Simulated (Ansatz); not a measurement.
## How the vibrations of InAg$_{3}$ change with volume

Level of theory: Ansatz 0.2.0, DFT PBEsol, scalar-relativistic, plane waves, PAW. Settings: 420 eV plane-wave cutoff, Γ-centred 10×10×10 mesh, Fermi-Dirac smearing of 0.15 eV. No spin polarisation. Phonons by linear response, acoustic sum rule imposed.

Relaxed structure:
```
In Ag
1.0
     4.14013    0.00000    0.00000
     0.00000    4.14013    0.00000
     0.00000    0.00000    4.14013
In Ag
1 3
Direct
  0.00000 0.00000 0.00000
  0.00000 0.50000 0.50000
  0.50000 0.00000 0.50000
  0.50000 0.50000 0.00000
```

In a metal, frequencies depend on the k mesh and the smearing, soft modes most.

Cells at 0.98 and 1.02 times the equilibrium volume were relaxed in shape and atoms; γ = −d ln ν / d ln V, modes matched by rank.

(1) Give the optical frequencies at Γ (cm⁻¹) at the three volumes and the mode Grüneisen parameters.

(2) What pressures hold the two strained cells, and what bulk modulus follows?

## Answers

(1)
```csv
0.98 V,V,1.02 V,γ,degeneracy
103,97,92,2.92,3
108,103,97,2.71,3
166,157,149,2.73,3
```

(2) 2.22 GPa at 0.98 V and -1.94 GPa at 1.02 V, so B = −dP/d ln V ≈ 104 GPa.